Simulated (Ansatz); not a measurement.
A relaxation computed with Ansatz, from input to last step.

```yaml
crystal:
  lattice:
    - [5.6685772402, 0.0, 0.0]
    - [0.0, 5.6685772402, 0.0]
    - [0.0, 0.0, 6.2853708223]
  atoms:
    - { symbol: Cs, position: [0.75, 0.75, 0.2482486996] }
    - { symbol: Cs, position: [0.25, 0.25, 0.2482486996] }
    - { symbol: Cs, position: [0.25, 0.75, 0.7482486996] }
    - { symbol: Cs, position: [0.75, 0.25, 0.7482486996] }
    - { symbol: H, position: [0.0, 0.0, 0.2157224309] }
    - { symbol: H, position: [0.5, 0.5, 0.7157224309] }
basis:
  ecutwfc: 420
kpoints:
  mp_grid: { grid: [4, 4, 4] }
hamiltonian:
  xc: pbe
scf:
  occupations: { method: gaussian, width: 0.1 }
  lower_state_search: "off"
output:
  forces: true
  stress: true
  eigenvalues: true
relax:
  adjacent_minimum: "off"
  f_tol: 0.04
  max_steps: 70
  cell: { stress_tol: 0.4 }
```

```bash
ansatz run input.yaml --threads 1 --pin off --max-ram 2560MiB --backend cpu --events-out ev --progress --plain --runs-dir out
```

All numbers below come from DFT PBE, scalar-relativistic, plane waves, PAW (Ansatz).

Of 20 frames 10 are shown, positions in Å and forces in eV/Å; the SCF threshold varies from step to step. Steps run on the plane waves of an earlier cell, with a Pulay correction in the pressure. The basis is chosen afresh for the last frame, the zero of the energies, and at times for earlier ones too; energy and pressure step there, also at an unchanged geometry. Here that happened at step 16 (-32 meV/atom, 0.5 GPa); the frames before carry an error of that size. The mark taken_back stands on steps that the optimiser undid.

```xyz
6
Lattice="5.6686 0.0000 0.0000 0.0000 5.6686 0.0000 0.0000 0.0000 6.2854" Properties=species:S:1:pos:R:3:forces:R:3 pbc="T T T" step=1 free_energy_over_end_meV_per_atom=916.08 pressure_GPa=9.61
Cs    4.2514    4.2514    1.5603   -2.2164   -2.2164    0.3263
Cs    1.4171    1.4171    1.5603    2.2164    2.2164    0.3263
Cs    1.4171    4.2514    4.7030   -2.2164    2.2164    0.3263
Cs    4.2514    1.4171    4.7030    2.2164   -2.2164    0.3263
H     0.0000    0.0000    1.3559    0.0000    0.0000   -0.6527
H     2.8343    2.8343    4.4986    0.0000    0.0000   -0.6527
6
Lattice="6.1179 0.0000 0.0000 0.0000 6.1179 0.0000 0.0000 0.0000 6.3628" Properties=species:S:1:pos:R:3:forces:R:3 pbc="T T T" step=3 free_energy_over_end_meV_per_atom=313.08 pressure_GPa=3.27
Cs    4.3923    4.3923    1.6218   -0.3928   -0.3928    0.1057
Cs    1.7256    1.7256    1.6218    0.3928    0.3928    0.1057
Cs    1.3333    4.7846    4.8032   -0.3928    0.3928    0.1057
Cs    4.7846    1.3333    4.8032    0.3928   -0.3928    0.1057
H     0.0000    0.0000    1.2882    0.0000    0.0000   -0.2113
H     3.0590    3.0590    4.4696    0.0000    0.0000   -0.2113
6
Lattice="6.6701 0.0000 0.0000 0.0000 6.6701 0.0000 0.0000 0.0000 6.3486" Properties=species:S:1:pos:R:3:forces:R:3 pbc="T T T" step=5 free_energy_over_end_meV_per_atom=156.46 pressure_GPa=1.09
Cs    4.7580    4.7580    1.6864   -0.0528   -0.0528    0.0540
Cs    1.9121    1.9121    1.6864    0.0528    0.0528    0.0540
Cs    1.4229    5.2471    4.8607   -0.0528    0.0528    0.0540
Cs    5.2471    1.4229    4.8607    0.0528   -0.0528    0.0540
H     0.0000    0.0000    1.1487    0.0000    0.0000   -0.1081
H     3.3350    3.3350    4.3230    0.0000    0.0000   -0.1081
6
Lattice="7.2369 0.0000 0.0000 0.0000 7.2369 0.0000 0.0000 0.0000 6.2284" Properties=species:S:1:pos:R:3:forces:R:3 pbc="T T T" step=7 free_energy_over_end_meV_per_atom=99.98 pressure_GPa=0.24
Cs    5.2561    5.2561    1.7881   -0.0166   -0.0166    0.0188
Cs    1.9808    1.9808    1.7881    0.0166    0.0166    0.0188
Cs    1.6376    5.5993    4.9023   -0.0166    0.0166    0.0188
Cs    5.5993    1.6376    4.9023    0.0166   -0.0166    0.0188
H     0.0000    0.0000    0.8599    0.0000    0.0000   -0.0377
H     3.6185    3.6185    3.9741    0.0000    0.0000   -0.0377
6
Lattice="7.6940 0.0000 0.0000 0.0000 7.6940 0.0000 0.0000 0.0000 5.6783" Properties=species:S:1:pos:R:3:forces:R:3 pbc="T T T" step=9 free_energy_over_end_meV_per_atom=87.85 pressure_GPa=-0.18
Cs    5.6111    5.6111    1.6561   -0.0049   -0.0049   -0.0180
Cs    2.0830    2.0830    1.6561    0.0049    0.0049   -0.0180
Cs    1.7640    5.9300    4.4952   -0.0049    0.0049   -0.0180
Cs    5.9300    1.7640    4.4952    0.0049   -0.0049   -0.0180
H     0.0000    0.0000    0.7320    0.0000    0.0000    0.0361
H     3.8470    3.8470    3.5712    0.0000    0.0000    0.0361
6
Lattice="7.9157 0.0000 0.0000 0.0000 7.9157 0.0000 0.0000 0.0000 4.7578" Properties=species:S:1:pos:R:3:forces:R:3 pbc="T T T" step=12 free_energy_over_end_meV_per_atom=58.78 pressure_GPa=-0.24
Cs    5.6026    5.6026    1.2279   -0.0168   -0.0168   -0.0601
Cs    2.3132    2.3132    1.2279    0.0168    0.0168   -0.0601
Cs    1.6447    6.2710    3.6068   -0.0168    0.0168   -0.0601
Cs    6.2710    1.6447    3.6068    0.0168   -0.0168   -0.0601
H     0.0000    0.0000    0.9327    0.0000    0.0000    0.1203
H     3.9579    3.9579    3.3116    0.0000    0.0000    0.1203
6
Lattice="7.7504 0.0000 0.0000 0.0000 7.7504 0.0000 0.0000 0.0000 4.6394" Properties=species:S:1:pos:R:3:forces:R:3 pbc="T T T" step=14 free_energy_over_end_meV_per_atom=52.40 pressure_GPa=0.17 taken_back
Cs    5.4804    5.4804    1.0563   -0.0264   -0.0264    0.0379
Cs    2.2700    2.2700    1.0563    0.0264    0.0264    0.0379
Cs    1.6052    6.1453    3.3760   -0.0264    0.0264    0.0379
Cs    6.1453    1.6052    3.3760    0.0264   -0.0264    0.0379
H     0.0000    0.0000    1.1917    0.0000    0.0000   -0.0758
H     3.8752    3.8752    3.5114    0.0000    0.0000   -0.0758
6
Lattice="7.7143 0.0000 0.0000 0.0000 7.7143 0.0000 0.0000 0.0000 4.7764" Properties=species:S:1:pos:R:3:forces:R:3 pbc="T T T" step=16 free_energy_over_end_meV_per_atom=16.57 pressure_GPa=0.49
Cs    5.4131    5.4131    1.1378   -0.0038   -0.0038   -0.0032
Cs    2.3012    2.3012    1.1378    0.0038    0.0038   -0.0032
Cs    1.5559    6.1583    3.5260   -0.0038    0.0038   -0.0032
Cs    6.1583    1.5559    3.5260    0.0038   -0.0038   -0.0032
H     0.0000    0.0000    1.1262    0.0000    0.0000    0.0064
H     3.8571    3.8571    3.5144    0.0000    0.0000    0.0064
6
Lattice="8.0686 0.0000 0.0000 0.0000 8.0686 0.0000 0.0000 0.0000 4.6640" Properties=species:S:1:pos:R:3:forces:R:3 pbc="T T T" step=18 free_energy_over_end_meV_per_atom=3.57 pressure_GPa=0.18
Cs    5.6233    5.6233    1.1085   -0.0052   -0.0052   -0.0009
Cs    2.4453    2.4453    1.1085    0.0052    0.0052   -0.0009
Cs    1.5890    6.4795    3.4404   -0.0052    0.0052   -0.0009
Cs    6.4795    1.5890    3.4404    0.0052   -0.0052   -0.0009
H     0.0000    0.0000    1.1049    0.0000    0.0000    0.0019
H     4.0343    4.0343    3.4368    0.0000    0.0000    0.0019
6
Lattice="8.3108 0.0000 0.0000 0.0000 8.3108 0.0000 0.0000 0.0000 4.5841" Properties=species:S:1:pos:R:3:forces:R:3 pbc="T T T" step=20 free_energy_over_end_meV_per_atom=0.00 pressure_GPa=0.05
Cs    5.7427    5.7427    1.0854   -0.0064   -0.0064    0.0024
Cs    2.5681    2.5681    1.0854    0.0064    0.0064    0.0024
Cs    1.5873    6.7235    3.3774   -0.0064    0.0064    0.0024
Cs    6.7235    1.5873    3.3774    0.0064   -0.0064    0.0024
H     0.0000    0.0000    1.0941    0.0000    0.0000   -0.0049
H     4.1554    4.1554    3.3861    0.0000    0.0000   -0.0049
```

The start is a random arrangement. The cell swells from 33.7 to 52.8 Å³ an atom, so the end can be far from any stable crystal. At the end the space group is P4_2/mnm (tolerance 0.05 Å).

The run took 110 s on 1 thread of Intel(R) Xeon(R) 6975P-C (Granite Rapids) (shared host), peak memory 0.51 GiB.

The k mesh is coarse.